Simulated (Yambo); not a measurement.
Input:

```
CELL_PARAMETERS angstrom
      3.21259    -1.46108    -0.01899
      3.21259     1.46108    -0.01899
     -2.86434     0.00000     5.22721
ATOMIC_POSITIONS crystal
  O  0.09045 0.09045 0.25617
  O  0.90955 0.90955 0.74383
  Na 0.50000 0.50000 0.50000
  Au 0.50000 0.50000 0.00000
```

Workflow: PBEsol (Quantum ESPRESSO, PseudoDojo norm-conserving, 88 Ry, scalar-relativistic), then G0W0 in Yambo (4×4×2 Γ-centred k mesh, bands 6 to 107 and a 8 Ry block in the screening, 107 bands in G with the Bruneval-Gonze terminator, plasmon pole fitted at 27.2 eV).

**Question.** Give the PBEsol and G0W0 gaps between the band edges found on this mesh, and say where the edges lie.

**Answer.** Edges: (0, 0, -0.5) → (0, 0.25, -0.5). PBEsol: 1.60 eV; G0W0: 3.48 eV. The mesh misses an edge: along a dense path the PBEsol gap is 1.46 eV. Convergence of the G0W0 settings was not tested. Without spin-orbit coupling, band edges of such heavy elements can be off by tenths of an eV.

Geometry strained from the cell relaxed with PBEsol, atoms relaxed again.

The structure is a Materials Project entry; no match was found in the copy of COD used, and its stability was not checked.
